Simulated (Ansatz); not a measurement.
# Eigenvalues along a path: Hg (diamond type)

```yaml
crystal:
  lattice:
    - [0.00000, 2.43853, 2.43853]
    - [2.43853, 0.00000, 2.43853]
    - [2.43853, 2.43853, 0.00000]
  atoms:
    - { symbol: Hg, position: [0.87500, 0.87500, 0.87500] }
    - { symbol: Hg, position: [0.12500, 0.12500, 0.12500] }
```

The cell comes from a relaxation on PAW files under the same functional, begun from a prototype that needn't be the stable phase.

All numbers are PBEsol results (scalar-relativistic) from Ansatz 0.2.0, with a Γ-centred 12×12×12 k mesh, Fermi–Dirac smearing of 0.05 eV, no spin polarisation. Methods: PAW: frozen-core files, cutoff 420 eV.

This run: volume at 0.4 of the series' base cell.

Spin–orbit coupling is left out, which matters for the heavy atoms. The PAW files were made under PBE. The structure type is held throughout; the real material can change phase at far lower pressure.

Path points, in fractions of the reciprocal vectors: Γ (0.000, 0.000, 0.000), X (0.500, 0.000, 0.500), U (0.625, 0.250, 0.625), K (0.375, 0.375, 0.750), L (0.500, 0.500, 0.500), W (0.500, 0.250, 0.750). The distance column jumps between branches of the path. Levels in eV from the Fermi level; bands 9 to 22, counted from the lowest band of the run. The gap is zero, the pressure 287.9 GPa.

```
# k(1/Å) point b9 b10 b11 b12 b13 b14 b15 b16 b17 b18 b19 b20 b21 b22
0.000 Γ -15.21 -13.95 -13.95 -13.42 -13.42 -13.42 -9.23 -9.23 -9.23 -6.39 -6.39 8.74 9.14 10.28
0.161 - -15.09 -14.16 -13.89 -13.43 -13.43 -13.16 -9.47 -9.17 -9.17 -6.48 -6.30 8.43 8.74 9.70
0.322 - -14.74 -14.47 -13.72 -13.48 -13.48 -12.72 -10.07 -8.98 -8.98 -6.76 -6.13 7.63 8.00 8.00
0.483 - -14.73 -14.19 -13.56 -13.56 -13.43 -12.25 -10.85 -8.67 -8.67 -7.20 -5.98 6.12 6.12 7.07
0.644 - -14.90 -13.65 -13.65 -13.49 -13.04 -11.77 -11.64 -8.24 -8.24 -7.77 -5.87 4.33 4.33 4.85
0.805 - -14.97 -13.75 -13.75 -12.98 -12.56 -12.09 -11.32 -8.43 -7.71 -7.71 -5.72 2.36 2.72 2.72
0.966 - -14.92 -13.84 -13.84 -13.40 -11.98 -11.55 -10.94 -9.15 -7.16 -7.16 -5.41 0.07 1.39 1.39
1.127 - -14.74 -13.96 -13.90 -13.90 -11.33 -10.95 -10.69 -9.89 -6.69 -6.69 -4.76 -1.96 0.45 0.45
1.288 X -14.41 -14.41 -13.92 -13.92 -10.66 -10.66 -10.63 -10.63 -6.50 -6.50 -3.60 -3.60 0.10 0.10
1.345 - -14.46 -14.41 -13.93 -13.86 -10.68 -10.66 -10.64 -10.63 -6.50 -6.49 -3.61 -3.59 0.01 0.14
1.402 - -14.57 -14.39 -13.94 -13.73 -10.74 -10.66 -10.64 -10.63 -6.49 -6.43 -3.64 -3.57 -0.24 0.23
1.459 - -14.68 -14.36 -13.96 -13.56 -10.82 -10.70 -10.63 -10.61 -6.46 -6.35 -3.68 -3.53 -0.62 0.38
1.516 - -14.78 -14.32 -13.99 -13.39 -10.94 -10.75 -10.63 -10.57 -6.43 -6.24 -3.72 -3.49 -1.07 0.58
1.573 - -14.87 -14.27 -14.02 -13.22 -11.09 -10.80 -10.63 -10.51 -6.40 -6.13 -3.76 -3.47 -1.53 0.84
1.630 - -14.95 -14.21 -14.06 -13.06 -11.25 -10.87 -10.63 -10.43 -6.36 -6.02 -3.78 -3.54 -1.91 1.15
1.687 - -15.00 -14.14 -14.11 -12.91 -11.43 -10.94 -10.62 -10.32 -6.31 -5.94 -3.78 -3.75 -2.12 1.50
1.744 U -15.03 -14.16 -14.06 -12.79 -11.62 -11.02 -10.61 -10.20 -6.26 -5.92 -4.19 -3.65 -2.11 1.90
2.533 K -15.03 -14.16 -14.06 -12.79 -11.62 -11.02 -10.61 -10.20 -6.26 -5.92 -4.19 -3.65 -2.11 1.90
2.704 - -15.00 -14.33 -13.80 -12.60 -12.21 -11.26 -10.55 -9.70 -6.20 -6.12 -5.81 -2.86 -1.45 3.28
2.874 - -14.80 -14.48 -13.53 -12.79 -12.65 -11.50 -10.44 -9.17 -7.26 -6.79 -6.01 -1.51 -0.31 4.90
3.045 - -14.59 -14.48 -13.35 -13.22 -12.92 -11.77 -10.26 -9.19 -7.78 -7.46 -5.96 0.22 1.17 6.64
3.216 - -14.61 -14.15 -13.67 -13.37 -13.14 -12.08 -10.03 -9.68 -8.08 -7.40 -5.99 2.23 2.94 8.05
3.387 - -14.54 -14.21 -13.89 -13.62 -13.12 -12.44 -9.82 -9.77 -8.59 -6.95 -6.08 4.41 4.94 8.37
3.558 - -14.71 -14.36 -13.99 -13.51 -13.20 -12.82 -9.63 -9.51 -8.95 -6.63 -6.22 6.53 7.02 9.17
3.728 - -15.08 -14.12 -13.98 -13.44 -13.34 -13.20 -9.36 -9.31 -9.16 -6.44 -6.34 8.21 8.58 9.80
3.899 Γ -15.21 -13.95 -13.95 -13.42 -13.42 -13.42 -9.23 -9.23 -9.23 -6.39 -6.39 8.74 9.14 10.28
4.039 - -15.12 -14.03 -14.03 -13.43 -13.31 -13.31 -9.29 -9.25 -9.25 -6.39 -6.39 8.36 8.72 10.19
4.178 - -14.87 -14.15 -14.15 -13.45 -13.11 -13.11 -9.43 -9.29 -9.29 -6.40 -6.40 6.70 8.35 9.81
4.318 - -14.50 -14.24 -14.24 -13.48 -12.93 -12.93 -9.58 -9.30 -9.30 -6.42 -6.42 4.54 7.81 9.08
4.457 - -14.26 -14.26 -14.12 -13.46 -12.85 -12.85 -9.61 -9.24 -9.24 -6.48 -6.48 2.29 7.38 8.28
4.597 - -14.21 -14.21 -13.91 -13.33 -12.89 -12.89 -9.38 -9.08 -9.08 -6.59 -6.59 0.10 7.07 7.57
4.736 - -14.10 -14.10 -13.87 -13.16 -13.04 -13.04 -8.85 -8.85 -8.78 -6.72 -6.72 -1.93 6.88 7.02
4.875 - -13.96 -13.96 -13.87 -13.22 -13.22 -13.09 -8.64 -8.64 -7.89 -6.86 -6.86 -3.64 6.68 6.68
5.015 L -13.87 -13.87 -13.87 -13.32 -13.32 -13.07 -8.55 -8.55 -7.31 -6.92 -6.92 -4.50 6.56 6.56
5.129 - -14.14 -13.95 -13.69 -13.26 -13.19 -13.02 -8.68 -8.64 -7.17 -6.88 -6.86 -4.51 6.03 6.27
5.243 - -14.40 -14.11 -13.62 -13.10 -12.89 -12.88 -8.98 -8.87 -6.90 -6.77 -6.64 -4.53 4.80 5.46
5.357 - -14.62 -14.29 -13.56 -12.89 -12.75 -12.50 -9.33 -9.19 -6.67 -6.63 -6.19 -4.55 3.34 4.39
5.470 - -14.78 -14.46 -13.49 -12.68 -12.58 -12.11 -9.70 -9.52 -6.46 -6.45 -5.59 -4.56 1.87 3.19
5.584 - -14.89 -14.61 -13.40 -12.63 -12.30 -11.73 -10.08 -9.83 -6.25 -6.25 -4.88 -4.52 0.48 1.95
5.698 - -14.94 -14.74 -13.28 -12.69 -11.97 -11.38 -10.45 -10.12 -6.08 -6.05 -4.37 -4.12 -0.74 0.74
5.812 - -14.95 -14.84 -13.14 -12.81 -11.62 -11.13 -10.74 -10.39 -5.94 -5.91 -4.03 -3.48 -1.55 -0.40
5.926 W -14.91 -14.91 -12.97 -12.97 -11.29 -11.29 -10.64 -10.64 -5.88 -5.88 -3.56 -3.56 -1.34 -1.34
6.006 - -14.90 -14.90 -13.01 -13.01 -11.26 -11.26 -10.64 -10.64 -5.90 -5.90 -3.56 -3.56 -1.29 -1.29
6.087 - -14.87 -14.87 -13.10 -13.10 -11.18 -11.18 -10.64 -10.64 -5.97 -5.97 -3.58 -3.58 -1.13 -1.13
6.167 - -14.81 -14.81 -13.24 -13.24 -11.06 -11.06 -10.64 -10.64 -6.08 -6.08 -3.59 -3.59 -0.91 -0.91
6.248 - -14.74 -14.74 -13.41 -13.41 -10.94 -10.94 -10.64 -10.64 -6.20 -6.20 -3.60 -3.60 -0.64 -0.64
6.328 - -14.65 -14.65 -13.58 -13.58 -10.83 -10.83 -10.64 -10.64 -6.32 -6.32 -3.60 -3.60 -0.36 -0.36
6.409 - -14.55 -14.55 -13.74 -13.74 -10.73 -10.73 -10.64 -10.64 -6.42 -6.42 -3.60 -3.60 -0.12 -0.12
6.490 - -14.46 -14.46 -13.87 -13.87 -10.68 -10.68 -10.64 -10.64 -6.48 -6.48 -3.60 -3.60 0.04 0.04
6.570 X -14.41 -14.41 -13.92 -13.92 -10.66 -10.66 -10.63 -10.63 -6.50 -6.50 -3.60 -3.60 0.10 0.10
```
